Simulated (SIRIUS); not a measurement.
Set-up for a self-consistent single point of Sn2SeS (Pmc2_1, 8 atoms in the cell; from Materials Project mp-1218960, changed as shown).

```
Sn2SeS
1.0
    3.92448     0.00000     0.00000
    0.00000     4.52043     0.00000
    0.00000     0.00000    11.16526
Sn Se S
4 2 2
Direct
  0.00000   0.10539   0.61744
  0.00000   0.89461   0.11744
  0.50000   0.35857   0.37707
  0.50000   0.64143   0.87707
  0.00000   0.75679   0.35275
  0.00000   0.24321   0.85275
  0.50000   0.74453   0.65274
  0.50000   0.25547   0.15274
```

Computed with PBEsol, GBRV PBEsol ultrasoft pseudopotentials (plane waves; SIRIUS 7.12.0).

SIRIUS settings:

```
key                                                                      value
--------------------------------------  --------------------------------------
parameters.ngridk                                                        4 4 2
parameters.xc_functionals                 [XC_GGA_X_PBE_SOL, XC_GGA_C_PBE_SOL]
parameters.gk_cutoff                                              6.325 1/bohr
parameters.pw_cutoff                                             14.143 1/bohr
parameters.smearing                                                fermi_dirac
parameters.smearing_width                                        0.00183747 Ha
potentials                              GBRV PBEsol ultrasoft pseudopotentials
parameters.electronic_structure_method                         pseudopotential
parameters.num_bands                                                        48
parameters.num_mag_dims                                                      0
parameters.num_dft_iter                                                    100
parameters.energy_tol                                                 1e-07 Ha
parameters.density_tol                                                   1e-06
mixer.type                                                            anderson
mixer.beta                                                                 0.7
mixer.use_hartree                                                        false
```

Question: Estimate, at this level of theory: gap on the k-point mesh, pressure and largest force (vector length).

Answer: The run gave:

- Gap on the k-point mesh: 0.65 eV
- Pressure: 3.37 GPa
- Largest force (vector length): 0.725 eV/Å

Gaps are taken between levels on the mesh.

For comparison: a first run was changed to give this one (lattice scaled by 0.98), and from it to this one the free energy rises by 14.2 meV/atom, the pressure goes from -0.35 to 3.37 GPa, the largest force goes from 0.256 to 0.725 eV/Å and the gap on the mesh goes from 0.842 to 0.646 eV.

The structure comes from a collection of computed structures, made at another level of theory; the collection holds predicted forms beside known ones. Its lattice was then scaled.

Cost on one core: roughly 7 core-minutes.
